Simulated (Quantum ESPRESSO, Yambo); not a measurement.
## Levels of theory for the gap of CdZnS₂

CdZnS2 (space group P3m1, No. 156): one geometry, one set of PBEsol (pw.x of Quantum ESPRESSO, ONCV potentials, no spin-orbit coupling) orbitals, self-energies from Yambo (3×3×2 Γ-centred k mesh, bands 9 to 179 and a 8 Ry block in the screening, 179 bands in G with the Bruneval-Gonze terminator, plasmon pole fitted at 27.2 eV).

Cell and atoms were relaxed with PBEsol from Materials Project entry mp-1215475, within its symmetry.

| level | gap Γ → Γ (eV) | rough Yambo cost |
|---|---|---|
| PBEsol (Quantum ESPRESSO) | 1.33 | – |
| exchange only (Hartree-Fock self-energy on PBEsol orbitals) | 8.85 | about 1/10 (8 states) |
| static COHSEX@PBEsol | 3.15 | within a factor of two (2 states) |
| G0W0@PBEsol, plasmon pole | 2.53 | 1 (8 states) |

Bare exchange has no screening and gives the widest gap; static COHSEX screens it but leaves out the frequency dependence, which G0W0 restores.

Costs are rough ratios of core time on shared machines.

Nearest settings tried, and what they do to the gap: 116 bands in G: +2 meV; 116 bands in W, 116 bands in G: +17 meV; 7 Ry block (197 vectors against 251): -17 meV; 3×3×1 mesh: -143 meV. So the settings aren't converged at that level. The k mesh is coarse.

Spin-orbit splittings are left out.

The structure is a Materials Project entry; no match was found in the copy of COD used, and its stability was not checked.
